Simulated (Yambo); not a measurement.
A G0W0@PBEsol run in Yambo for SrClF (space group P4/nmm, No. 129) (4×4×2 Γ-centred k mesh, 131 bands and a 6 Ry block in the screening, 131 bands in G with the Bruneval-Gonze terminator, plasmon pole fitted at 27.2 eV) gives these matrix elements, in eV, at the band edges (Γ → Γ):

```tsv
state	E0	<Vxc>	<Σx>	<Σc(E0)>	Z
valence edge	0.000	-14.734	-19.255	2.390	0.826
conduction edge	5.780	-9.373	-4.675	-3.298	0.870
```

**Question.** Solve the linearised quasiparticle equation for both states, give the gap, and say how exchange and correlation each act on it.

**Answer.** E = E0 + Z(Σx + Σc − Vxc). Valence: 0.000 + 0.826 × (-19.255 + (2.390) − (-14.734)) = -1.76 eV. Conduction: 5.780 + 0.870 × (-4.675 + (-3.298) − (-9.373)) = 7.00 eV. The gap is 8.76 eV, against 5.78 eV in PBEsol. Replacing Vxc by bare exchange alone would open it by 9.22 eV; correlation takes back 5.69 eV of that, and Z scales what is left. Nearest settings tried, and what they do to the gap: 104 bands in W, 104 bands in G: +36 meV; 5 Ry block (153 vectors against 191): -42 meV; 2×2×1 mesh: -97 meV. So the settings aren't converged at that level. 

Geometry of the Materials Project entry, not relaxed at this level; primitive cell a = b = 4.1296 Å, c = 6.9766 Å, α = β = γ = 90.00°.
